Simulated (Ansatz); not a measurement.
Input and command of a plane-wave DFT calculation in Ansatz:

```yaml
crystal:
  lattice:
    - [2.8597176077, 0.0, 0.0]
    - [-1.4298588039, 2.476588096, 0.0]
    - [0.0, 0.0, 5.61765]
  atoms:
    - { symbol: Cd, position: [0.3333333333, 0.6666666667, 0.25] }
    - { symbol: Cd, position: [0.6666666667, 0.3333333333, 0.75] }
basis:
  ecutwfc: 420
kpoints:
  mp_grid: { grid: [18, 18, 8] }
hamiltonian:
  xc: pbe
scf:
  occupations: { method: gaussian, width: 0.15 }
output:
  forces: true
  stress: true
  eigenvalues: true
```

```bash
ansatz run input.yaml --threads 1 --pin off --max-ram 2560MiB --backend cpu --events-out ev --progress --plain --runs-dir out
```

Processor: Arm Neoverse V2, 1 thread, on a host shared with other jobs.

**Question.** Estimate time, memory and problem size.

**Answer.** About 5.7 s on 1 thread of Arm Neoverse V2, with other jobs on the host, peak memory 0.38 GiB. It solves 24 bands at 185 k points (the mesh reduced by symmetry) with about 799 plane waves, in 6 SCF iterations.
